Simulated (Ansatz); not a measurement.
Si:
Space group P6₃/mmc (No. 194); a = 3.8325 Å, b = 3.8325 Å, c = 6.3412 Å, α = 90.00°, β = 90.00°, γ = 120.00°

```csv
atom,site,symmetry,x,y,z
Si,4f,3m.,0.3333,0.6667,0.0631
```

Relaxed with r²SCAN.

### Question
Give the optical modes at the zone centre with their infrared and Raman activity from DFPT, DFT-r²SCAN in the program Ansatz with PAW potentials.

### Answer
Transverse frequencies, without the LO–TO term; a row sums one degenerate level.

```tsv
ω (cm⁻¹)	degeneracy	IR ((D/Å)²/amu)	Raman (Å⁴/amu)	activity	symmetry
109	2	0.00	0	silent	E2u
385	1	0.00	0	silent	B1g
416	1	0.00	0	silent	B2u
494	2	0.00	360	Raman	E2g
513	2	0.00	260	Raman	E1g
513	1	0.00	1100	Raman	A1g
```

Space group P6_3/mmc. The workflow started from a Materials Project entry (that database holds measured and hypothetical structures alike); the Crystallography Open Database copy checked does not list it. It is not the phase usual at ambient conditions (space group No. 227). The r²SCAN relaxation kept the symmetry of its start; phonons on a q-mesh show no instability.

Potentials: the later of the program's two PAW sets.
